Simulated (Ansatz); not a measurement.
Data:

Ag (fcc, Cu type)

```yaml
crystal:
  lattice:
    - [4.14918, 0.00000, 0.00000]
    - [0.00000, 4.14918, 0.00000]
    - [0.00000, 0.00000, 4.14918]
  atoms:
    - { symbol: Ag, position: [0.00000, 0.00000, 0.00000] }
    - { symbol: Ag, position: [0.50000, 0.50000, 0.00000] }
    - { symbol: Ag, position: [0.50000, 0.00000, 0.50000] }
    - { symbol: Ag, position: [0.00000, 0.50000, 0.50000] }
```

Scan: atom 1 (Ag, nearest neighbour Ag at 2.934 Å; its periodic images, 4.1 Å or more away, move with it) is displaced along Cartesian z, direction (0.000, 0.000, 1.000) in Cartesian axes, by s. The other atoms stay.

Level of theory: PBE (plane waves to 420 eV, PAW, scalar-relativistic; Ansatz, an electronic-structure program). k mesh 9×9×9 (Γ-centred), Fermi-Dirac smearing 0.05 eV. Energies are smeared free energies. With partly filled bands, energies and forces of such displacements shift with the k mesh and the smearing. On this mesh the relaxed cell isn't quite at rest: it carries a pressure of -0.1 GPa (compression positive) at the zero of the scan. Ag was relaxed with its symmetry unable to fall. The PAW data are Ansatz's earlier set. ΔE is measured from the undisplaced structure.

The scan covers s from -0.880 to 0.880 Å in 11 points.

Question: Is this a single well or a double well?

Answer: A single well with its minimum at or next to zero displacement.

Question: Is the energy the same for equal positive and negative displacements?

Answer: Even: the same for both signs. With its periodic images moving along, the atom's site symmetry in this cell is m-3m.

Question: What force acts on the atom along the line at s = -0.880 Å?

Answer: 6.28 eV/Å.

Question: What is the energy change at s = 0.880 Å?

Answer: 2334 meV/cell.

Question: What is the force constant k = d²E/ds² of this move at s = 0?

Answer: 4.59 eV/Å².

(For displaced atoms, the force is minus the slope of the energy, and its curvature is a force constant, which sets phonon frequencies.)
